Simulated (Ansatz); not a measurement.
WSe2 in the 2H-MoS2-type structure at its r2SCAN+rVV10 geometry, in Ansatz 0.2.0. One HSE06 run serves as the base. The settings are then varied one at a time, some on purpose to values that make no sense. Doubtful ones may also carry a cap on iterations. All numbers are computed, and spin polarisation is off unless an edit sets a moment.

Base input:
```yaml
crystal:
  lattice:
    - [3.2996674443, 0.0, 0.0]
    - [-1.6498337221, 2.8575958308, 0.0]
    - [0.0, 0.0, 13.1487009308]
  atoms:
    - { symbol: W, position: [0.3333333333, 0.6666666667, 0.25] }
    - { symbol: W, position: [0.6666666667, 0.3333333333, 0.75] }
    - { symbol: Se, position: [0.6666666667, 0.3333333333, 0.3766602599] }
    - { symbol: Se, position: [0.6666666667, 0.3333333333, 0.1233397401] }
    - { symbol: Se, position: [0.3333333333, 0.6666666667, 0.8766602599] }
    - { symbol: Se, position: [0.3333333333, 0.6666666667, 0.6233397401] }
kpoints:
  mp_grid: { grid: [6, 6, 2] }
hamiltonian:
  xc: hse06
scf:
  occupations: { method: fixed }
  n_extra_bands: 5
output:
  forces: true
  stress: true
  eigenvalues: true
  write_density: true
  write_potential: true
  elf: true
  volumetric_format: npy
```

Base results:
```
Basis set: ecut = 420 eV, 2479 PW (Γ)
Symmetry: 24 space group operations
Space group: P63/mmc (ITA 194)
k-points: 14 of 72
Exchange kernel: α = 0.2500, screened, ω = 0.2079 Å⁻¹, Wigner–Seitz truncation, v(0) = 1045.2291 eV·Å³, q-mesh 6×6×2
hybrid SCF converged: 3 outer / 17 inner (+5 warm-up)
Free energy (F): -42657.196069 eV
Fermi energy:    12.263400 eV
--- Forces (eV/Å), atoms counted from 1 ---
  atom   1  W       0.00000      0.00000      0.00000
  atom   2  W       0.00000      0.00000      0.00000
  atom   3  Se      0.00000      0.00000    -0.24432
  atom   4  Se      0.00000      0.00000      0.24432
  atom   5  Se      0.00000      0.00000    -0.24432
  atom   6  Se      0.00000      0.00000      0.24432
--- Stress (GPa, compression-positive) ---
       -1.239979       0.000000       0.000000
        0.000000      -1.239979       0.000000
        0.000000       0.000000      -0.181755
  P = ⅓ Tr σ = -0.8872 GPa (-8.872 kbar)
```
The gap over this mesh is 1.526 eV.

Command: `ansatz run input.yaml --threads 4 --pin off --max-ram 4608MiB --backend cpu --events-out ev --progress --plain --runs-dir out`.

Question: These lines are set or replaced. What follows?
```yaml
kpoints:
  mp_grid: { grid: [6, 6, 2], shift: [0.5, 0.5, 0.5] }
```

Answer: The free energy moves by -0.8 meV an atom, the mean stress by 0.0 GPa and the gap on the mesh by +0.459 eV (to 1.985). The mesh breaks the crystal's symmetry, so the stress, and any force that symmetry no longer fixes, lose it too. The gap changes mostly because other points are sampled; a mesh that misses a band edge overestimates it.
```
Warning: crystal.symmetry: narrowed to the stabiliser of the k-point mesh — unitary ops 24 → 8 […]
Symmetry: 8 space group operations
k-points: 12 of 72
hybrid SCF converged: 3 outer / 17 inner (+5 warm-up)
Free energy (F): -42657.200845 eV
Fermi energy:    12.034667 eV
--- Forces (eV/Å), atoms counted from 1 ---
  atom   1  W     -0.00309      0.00178      0.00000
  atom   2  W       0.00309    -0.00178      0.00000
  atom   3  Se      0.00167    -0.00096    -0.24925
  atom   4  Se      0.00167    -0.00096      0.24925
  atom   5  Se    -0.00167      0.00096    -0.24925
  atom   6  Se    -0.00167      0.00096      0.24925
--- Stress (GPa, compression-positive) ---
       -1.268545       0.052865       0.000000
        0.052865      -1.207502       0.000000
        0.000000       0.000000      -0.205320
  P = ⅓ Tr σ = -0.8938 GPa (-8.938 kbar)
--- Band table (eV; the first three rows and the last of 12) ---
  k-point 0: bands = […, 9.8062, 9.8692, 10.4498, 10.7719, 11.4432, 11.7049, 14.7454, 15.0078, 15.2497, 15.2813, …]
  k-point 1: bands = […, 9.8485, 9.8689, 9.9798, 10.2467, 10.8650, 10.8960, 14.1098, 14.6400, 14.9023, 15.1105, …]
  k-point 2: bands = […, 9.3895, 9.5636, 9.8512, 9.9779, 11.1105, 11.2522, 14.8322, 14.9684, 15.2760, 15.4863, …]
  k-point 11: bands = […, 9.3508, 9.6136, 10.5182, 10.6365, 10.6947, 10.7701, 14.8945, 14.9496, 14.9665, 15.2765, …]
```

Question: What happens with this change?
```yaml
kpoints:
  mp_grid: { grid: [5, 5, 5] }
```

Answer: The free energy moves by -0.7 meV an atom, the mean stress by 0.0 GPa and the gap on the mesh by +0.015 eV (to 1.541). The mesh is too coarse.
```
k-points: 15 of 125
Exchange kernel: α = 0.2500, screened, ω = 0.2079 Å⁻¹, Wigner–Seitz truncation, v(0) = 1038.1676 eV·Å³, q-mesh 5×5×5
hybrid SCF converged: 3 outer / 16 inner (+5 warm-up)
Free energy (F): -42657.200237 eV
Fermi energy:    12.264693 eV
--- Forces (eV/Å), atoms counted from 1 ---
  atom   1  W       0.00000      0.00000      0.00000
  atom   2  W       0.00000      0.00000      0.00000
  atom   3  Se      0.00000      0.00000    -0.25051
  atom   4  Se      0.00000      0.00000      0.25051
  atom   5  Se      0.00000      0.00000    -0.25051
  atom   6  Se      0.00000      0.00000      0.25051
--- Stress (GPa, compression-positive) ---
       -1.201361       0.000000       0.000000
        0.000000      -1.201361       0.000000
        0.000000       0.000000      -0.254262
  P = ⅓ Tr σ = -0.8857 GPa (-8.857 kbar)
--- Band table (eV; the first three rows and the last of 15) ---
  k-point 0: bands = […, 10.4962, 10.5464, 10.5464, 10.8647, 11.1308, 12.2647, 15.5483, 15.5483, 15.5905, 15.5905, …]
  k-point 1: bands = […, 10.5010, 10.5010, 10.5416, 10.5416, 11.5098, 12.2247, 15.5486, 15.5486, 15.5758, 15.5758, …]
  k-point 2: bands = […, 10.5136, 10.5136, 10.5291, 10.5291, 11.8651, 12.0977, 15.5509, 15.5509, 15.5591, 15.5591, …]
  k-point 14: bands = […, 8.4453, 8.5344, 9.3213, 9.4343, 11.5527, 11.6284, 14.5080, 14.5306, 15.5239, 15.6627, …]
```

Question: Predict the outcome of this edit.
```yaml
hamiltonian:
  xc: { exchange: pbe, correlation: pbe, exx: { coeff: 0.4, omega: 0.5 } }
```

Answer: That is 40 % exact exchange, screened with ω = 0.5 1/Å, against HSE06's 25 % screened at 0.208 1/Å. The mean stress moves by -0.4 GPa and the gap on the mesh by -0.203 eV (to 1.323). Totals of different functionals aren't comparable.
```
Exchange kernel: α = 0.4000, screened, ω = 0.5000 Å⁻¹, Wigner–Seitz truncation, v(0) = 180.9513 eV·Å³, q-mesh 6×6×2
hybrid SCF converged: 3 outer / 18 inner (+5 warm-up)
Free energy (F): -42661.700603 eV
Fermi energy:    12.354351 eV
--- Forces (eV/Å), atoms counted from 1 ---
  atom   1  W       0.00000      0.00000      0.00000
  atom   2  W       0.00000      0.00000      0.00000
  atom   3  Se      0.00000      0.00000    -0.32042
  atom   4  Se      0.00000      0.00000      0.32042
  atom   5  Se      0.00000      0.00000    -0.32042
  atom   6  Se      0.00000      0.00000      0.32042
--- Stress (GPa, compression-positive) ---
       -1.532050       0.000000       0.000000
        0.000000      -1.532050       0.000000
        0.000000       0.000000      -0.910501
  P = ⅓ Tr σ = -1.3249 GPa (-13.249 kbar)
--- Band table (eV; the first three rows and the last of 14) ---
  k-point 0: bands = […, 10.5885, 10.6379, 10.6379, 10.9573, 11.2510, 12.3544, 15.4363, 15.4363, 15.4763, 15.4763, …]
  k-point 1: bands = […, 10.6132, 10.6132, 10.6132, 10.6132, 12.0899, 12.0899, 15.4404, 15.4404, 15.4404, 15.4404, …]
  k-point 2: bands = […, 9.9273, 9.9933, 10.2607, 11.0563, 11.2283, 11.6602, 14.3793, 14.9847, 15.0162, 15.0565, …]
  k-point 13: bands = […, 8.4806, 8.4806, 9.3152, 9.3152, 12.0444, 12.0444, 13.9078, 13.9078, 15.2776, 15.2776, …]
```

Question: What happens with this change?
```yaml
hamiltonian:
  xc:
    exchange: pbe
    correlation: pbe
    exx: { coeff: 0.35, omega: 0.2078 }
```

Answer: That is 35 % exact exchange, screened with ω = 0.2078 1/Å, against HSE06's 25 % screened at 0.208 1/Å. The mean stress moves by -1.6 GPa and the gap on the mesh by +0.208 eV (to 1.734). Totals of different functionals aren't comparable.
```
Exchange kernel: α = 0.3500, screened, ω = 0.2078 Å⁻¹, Wigner–Seitz truncation, v(0) = 1045.9261 eV·Å³, q-mesh 6×6×2
hybrid SCF converged: 3 outer / 17 inner (+5 warm-up)
Free energy (F): -42660.494721 eV
Fermi energy:    12.123636 eV
--- Forces (eV/Å), atoms counted from 1 ---
  atom   1  W       0.00000      0.00000      0.00000
  atom   2  W       0.00000      0.00000      0.00000
  atom   3  Se      0.00000      0.00000    -0.44848
  atom   4  Se      0.00000      0.00000      0.44848
  atom   5  Se      0.00000      0.00000    -0.44848
  atom   6  Se      0.00000      0.00000      0.44848
--- Stress (GPa, compression-positive) ---
       -2.804379       0.000000       0.000000
        0.000000      -2.804379       0.000000
        0.000000       0.000000      -1.989970
  P = ⅓ Tr σ = -2.5329 GPa (-25.329 kbar)
--- Band table (eV; the first three rows and the last of 14) ---
  k-point 0: bands = […, 10.2824, 10.3356, 10.3356, 10.6206, 10.9494, 12.1236, 15.6829, 15.6829, 15.7259, 15.7259, …]
  k-point 1: bands = […, 10.3091, 10.3091, 10.3091, 10.3091, 11.8369, 11.8369, 15.6872, 15.6872, 15.6872, 15.6872, …]
  k-point 2: bands = […, 9.5817, 9.6526, 9.9105, 10.7258, 10.9124, 11.3822, 14.5992, 15.2214, 15.2441, 15.2972, …]
  k-point 13: bands = […, 8.0394, 8.0394, 8.9024, 8.9024, 11.8011, 11.8011, 14.0552, 14.0552, 15.5324, 15.5324, …]
```

No spin-orbit coupling is included; it can move band edges with weight on the heavy atoms by tenths of an eV.

The stress of a hybrid is loosely converged in these runs.

The meshes of the hybrids are coarse, so their gaps aren't converged to the digits shown.
